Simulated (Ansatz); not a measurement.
TiTe$_{2}$:
```
CELL_PARAMETERS angstrom
      3.77175     0.00000     0.00000
     -1.88587     3.26643     0.00000
      0.00000     0.00000     6.87588
ATOMIC_POSITIONS crystal
  Ti 0.00000 0.00000 0.00000
  Te 0.66667 0.33333 0.74861
  Te 0.33333 0.66667 0.25139
```

Relaxed with PBE. Special points in fractions of this cell's reciprocal vectors: Γ (0.000, 0.000, 0.000); M (0.500, 0.000, 0.000); K (0.333, 0.333, 0.000); A (0.000, 0.000, 0.500); L (0.500, 0.000, 0.500); H (0.333, 0.333, 0.500).

### Question
List the band energies nearest the Fermi level at these points for DFT-PBE in the program Ansatz with PAW potentials.

### Answer
In eV from the Fermi level; about four levels below and three above (degenerate sets whole), none deeper than 8.9 eV; points with the same levels are listed once.

```tsv
k	below	above
Γ	-4.94 -1.58 -1.58	0.01 0.31 0.39 0.39
M	-2.35 -1.75 -0.92 -0.02	1.14 1.47 2.46
K	-3.59 -3.59 -2.49 -2.22 -2.22	1.00 1.34 1.34
A	-3.57 -2.46 -1.54 -1.54	0.39 0.39 0.87
L	-1.90 -1.23 -0.63 -0.26	1.14 1.46 2.73
H	-3.74 -3.00 -1.80 -1.80	1.00 1.01 1.01
```

Space group P-3m1 (CdI2 type). The PBE relaxation kept the symmetry of its start. No spin polarisation was allowed. A crystal of weakly bound layers computed without a dispersion correction: the cell and the soft elastic constants depend strongly on that. Scalar-relativistic: spin–orbit coupling is off unless named, which matters more the heavier the elements.

Potentials: the later of the program's two PAW sets.
